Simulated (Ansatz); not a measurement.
# Ansatz 0.2.0, relaxation: BiPbO

The input file (Ansatz 0.2.0, plane waves):

```yaml
crystal:
  lattice:
    - [3.966733, 0.0, 0.0]
    - [0.0, 3.966733, 0.0]
    - [0.0, 0.0, 8.181641]
  atoms:
    - { symbol: Bi, position: [0.0, 0.5, 0.154] }
    - { symbol: Bi, position: [0.5, 0.0, 0.846] }
    - { symbol: O, position: [0.0, 0.0, 0.0] }
    - { symbol: O, position: [0.5, 0.5, 0.0] }
    - { symbol: Pb, position: [0.0, 0.5, 0.653] }
    - { symbol: Pb, position: [0.5, 0.0, 0.347] }
  symmetry: { tolerance: 0.0003 }
kpoints:
  mp_grid: { grid: [5, 5, 3], shift: [0, 0, 0] }
magnetization:
  noncollinear: true
  spin_orbit: true
scf:
  occupations: { method: fermi_dirac }
  lower_state_search: "off"
hamiltonian:
  pseudopotentials: { kind: paw_fr }
  xc: r2scan
basis:
  ecutwfc: 500
  fft_grid_basis: typed
relax:
  max_steps: 80
  cell: { p_target: 0.0 }
  f_tol: 0.03
output:
  forces: true
  stress: true
  eigenvalues: true
  bader: true
  populations: true
  elf: true
  write_potential: true
  volumetric_format: npy
  dos:
    e_range: [-12, 8]
    de: 0.05
    projected: { site_lists: { Bi: [Bi], O: [O], Pb: [Pb] } }
    method: { smearing: { sigma: 0.1, scheme: gaussian } }
checkpoint:
  read: saved_state
```

The command:

```bash
ansatz run input.yaml --threads 2 --pin off --max-ram 2560MiB --backend cpu --events-out ev --progress --plain --runs-dir out
```

Origin of the cell: a known structure type with other elements, at an estimated volume, so it need not be a known compound.

The smearing width isn't typed, so it takes its default of 0.1 eV.

The saved state is a converged single point of the same cell.

Steps («new basis» is an SCF on plane waves selected anew at the same cell):

| step | ΔF (meV/atom) | max force component (eV/Å) | P (GPa) | volume (Å³) | SCF iterations | step was |
| --- | --- | --- | --- | --- | --- | --- |
| 1 | 0.0 | 1.661 | 5.55 | 128.74 | 7 | accepted |
| 2 | -116.5 | 1.160 | 0.48 | 135.30 | 10 | accepted |
| 3 | -176.6 | 0.413 | 0.58 | 135.42 | 11 | accepted |
| 4 | -189.6 | 0.249 | -0.79 | 139.07 | 10 | accepted |
| 5 | -190.9 | 0.135 | 0.47 | 137.54 | 10 | accepted |
| 6 | -191.5 | 0.033 | -0.01 | 138.66 | 7 | accepted |
| 7 | -191.5 | 0.003 | 0.01 | 138.45 | 8 | accepted |
| 8 | -192.0 | 0.003 | 0.03 | 138.45 | 9 | new basis |

Step 1, with forces in eV/Å:

```xyz
6
Lattice="3.967 0.000 0.000 0.000 3.967 0.000 0.000 0.000 8.182" Properties=species:S:1:pos:R:3:forces:R:3 pbc="T T T" step=1
Bi    0.000    1.983    1.260    0.000    0.000   -0.282
Bi    1.983    0.000    6.922    0.000    0.000    0.282
O     0.000    0.000    0.000    0.000    0.000    0.000
O     1.983    1.983    0.000    0.000    0.000    0.000
Pb    0.000    1.983    5.343    0.000    0.000   -1.661
Pb    1.983    0.000    2.839    0.000    0.000    1.661
```

Step 2, with forces in eV/Å:

```xyz
6
Lattice="4.031 0.000 0.000 0.000 4.031 0.000 0.000 0.000 8.328" Properties=species:S:1:pos:R:3:forces:R:3 pbc="T T T" step=2
Bi    0.000    2.015    1.250    0.000    0.000   -0.487
Bi    2.015    0.000    7.078    0.000    0.000    0.487
O     0.000    0.000    0.000    0.000    0.000    0.000
O     2.015    2.015    0.000    0.000    0.000    0.000
Pb    0.000    2.015    5.239    0.000    0.000   -1.160
Pb    2.015    0.000    3.088    0.000    0.000    1.160
```

Step 3, with forces in eV/Å:

```xyz
6
Lattice="4.018 0.000 0.000 0.000 4.018 0.000 0.000 0.000 8.390" Properties=species:S:1:pos:R:3:forces:R:3 pbc="T T T" step=3
Bi    0.000    2.009    1.232    0.000    0.000   -0.146
Bi    2.009    0.000    7.158    0.000    0.000    0.146
O     0.000    0.000    0.000    0.000    0.000    0.000
O     2.009    2.009    0.000    0.000    0.000    0.000
Pb    0.000    2.009    5.079    0.000    0.000   -0.413
Pb    2.009    0.000    3.311    0.000    0.000    0.413
```

Step 4, with forces in eV/Å:

```xyz
6
Lattice="3.976 0.000 0.000 0.000 3.976 0.000 0.000 0.000 8.799" Properties=species:S:1:pos:R:3:forces:R:3 pbc="T T T" step=4
Bi    0.000    1.988    1.272    0.000    0.000   -0.249
Bi    1.988    0.000    7.526    0.000    0.000    0.249
O     0.000    0.000    0.000    0.000    0.000    0.000
O     1.988    1.988    0.000    0.000    0.000    0.000
Pb    0.000    1.988    5.271    0.000    0.000   -0.161
Pb    1.988    0.000    3.527    0.000    0.000    0.161
```

Step 5, with forces in eV/Å:

```xyz
6
Lattice="3.944 0.000 0.000 0.000 3.944 0.000 0.000 0.000 8.843" Properties=species:S:1:pos:R:3:forces:R:3 pbc="T T T" step=5
Bi    0.000    1.972    1.268    0.000    0.000    0.024
Bi    1.972    0.000    7.575    0.000    0.000   -0.024
O     0.000    0.000    0.000    0.000    0.000    0.000
O     1.972    1.972    0.000    0.000    0.000    0.000
Pb    0.000    1.972    5.247    0.000    0.000    0.135
Pb    1.972    0.000    3.596    0.000    0.000   -0.135
```

Step 6, with forces in eV/Å:

```xyz
6
Lattice="3.956 0.000 0.000 0.000 3.956 0.000 0.000 0.000 8.860" Properties=species:S:1:pos:R:3:forces:R:3 pbc="T T T" step=6
Bi    0.000    1.978    1.263    0.000    0.000    0.033
Bi    1.978    0.000    7.597    0.000    0.000   -0.033
O     0.000    0.000    0.000    0.000    0.000    0.000
O     1.978    1.978    0.000    0.000    0.000    0.000
Pb    0.000    1.978    5.282    0.000    0.000   -0.011
Pb    1.978    0.000    3.578    0.000    0.000    0.011
```

Step 8, with forces in eV/Å:

```xyz
6
Lattice="3.952 0.000 0.000 0.000 3.952 0.000 0.000 0.000 8.863" Properties=species:S:1:pos:R:3:forces:R:3 pbc="T T T" step=8
Bi    0.000    1.976    1.267    0.000    0.000   -0.001
Bi    1.976    0.000    7.596    0.000    0.000    0.001
O     0.000    0.000    0.000    0.000    0.000    0.000
O     1.976    1.976    0.000    0.000    0.000    0.000
Pb    0.000    1.976    5.282    0.000    0.000   -0.003
Pb    1.976    0.000    3.581    0.000    0.000    0.003
```

* Free energy lowered by: 192.0 meV/atom
* Volume change: 7.54 %
* Final pressure: 0.03 GPa
* Relaxation steps listed: 8

Caveats: the k mesh is coarse if the cell is a metal; the relaxation held the start's symmetry, so the end may be a saddle point.

The run took 1600 s of wall time on 2 CPU thread(s) of a shared host, from a saved density.
